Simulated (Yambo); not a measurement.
## Convergence of the G0W0 gap of AlP

G0W0@LDA for AlP (zinc blende, space group F-43m, No. 216) in Yambo. Reference settings: 4×4×4 Γ-centred k mesh, 148 bands and a 14 Ry block in the screening, 148 bands in G with the Bruneval-Gonze terminator, plasmon pole fitted at 27.2 eV. The LDA gap Γ → X on this mesh is 1.42 eV; G0W0 gaps are taken between the same points.

```json
[
 {"change from the reference": "reference settings", "G0W0 gap Γ → X (eV)": "2.46", "shift of the valence edge (eV)": "-0.93", "rough Yambo cost": "1"},
 {"change from the reference": "76 bands in W, 76 bands in G", "G0W0 gap Γ → X (eV)": "2.43", "shift of the valence edge (eV)": "-0.85", "rough Yambo cost": "within a factor of two"},
 {"change from the reference": "wavefunctions cut at 20 Ry", "G0W0 gap Γ → X (eV)": "2.46", "shift of the valence edge (eV)": "-0.93", "rough Yambo cost": "within a factor of two"},
 {"change from the reference": "exchange cut at 10 Ry", "G0W0 gap Γ → X (eV)": "2.46", "shift of the valence edge (eV)": "-0.93", "rough Yambo cost": "–"},
 {"change from the reference": "exchange cut at 40 Ry", "G0W0 gap Γ → X (eV)": "2.46", "shift of the valence edge (eV)": "-0.93", "rough Yambo cost": "–"},
 {"change from the reference": "47 bands in W, 47 bands in G, 5 Ry block", "G0W0 gap Γ → X (eV)": "2.29", "shift of the valence edge (eV)": "-0.63", "rough Yambo cost": "about 1/10"},
 {"change from the reference": "23 bands in W, 23 bands in G, 8 Ry block", "G0W0 gap Γ → X (eV)": "2.34", "shift of the valence edge (eV)": "-0.50", "rough Yambo cost": "about 1/10"},
 {"change from the reference": "76 bands in W, 76 bands in G, 2 Ry block", "G0W0 gap Γ → X (eV)": "2.06", "shift of the valence edge (eV)": "-0.41", "rough Yambo cost": "about 1/9"},
 {"change from the reference": "23 bands in W, 23 bands in G, 11 Ry block", "G0W0 gap Γ → X (eV)": "2.35", "shift of the valence edge (eV)": "-0.51", "rough Yambo cost": "about 1/8"},
 {"change from the reference": "76 bands in W, 76 bands in G, 5 Ry block", "G0W0 gap Γ → X (eV)": "2.30", "shift of the valence edge (eV)": "-0.69", "rough Yambo cost": "about 1/8"},
 {"change from the reference": "47 bands in W, 47 bands in G, 8 Ry block", "G0W0 gap Γ → X (eV)": "2.37", "shift of the valence edge (eV)": "-0.73", "rough Yambo cost": "about 1/7"},
 {"change from the reference": "112 bands in W, 112 bands in G, 8 Ry block", "G0W0 gap Γ → X (eV)": "2.41", "shift of the valence edge (eV)": "-0.86", "rough Yambo cost": "about 1/4"},
 {"change from the reference": "2×2×2 mesh", "G0W0 gap Γ → X (eV)": "2.53", "shift of the valence edge (eV)": "-0.93", "rough Yambo cost": "about 1/8"},
 {"change from the reference": "23 bands in W, 23 bands in G, no terminator", "G0W0 gap Γ → X (eV)": "2.24", "shift of the valence edge (eV)": "-0.24", "rough Yambo cost": "about 1/6"},
 {"change from the reference": "112 bands in W, 112 bands in G, 5 Ry block, no terminator", "G0W0 gap Γ → X (eV)": "2.29", "shift of the valence edge (eV)": "-0.70", "rough Yambo cost": "about 1/5"}
]
```

The reference isn't shown to be the converged limit. Costs are rough (shared machines), scaled to the same edge states, and given only for runs that recompute the screening.

Geometry relaxed with LDA; primitive cell a = b = c = 3.838 Å, α = β = γ = 60.00°.

A shift is the quasiparticle energy of the state minus its LDA energy.
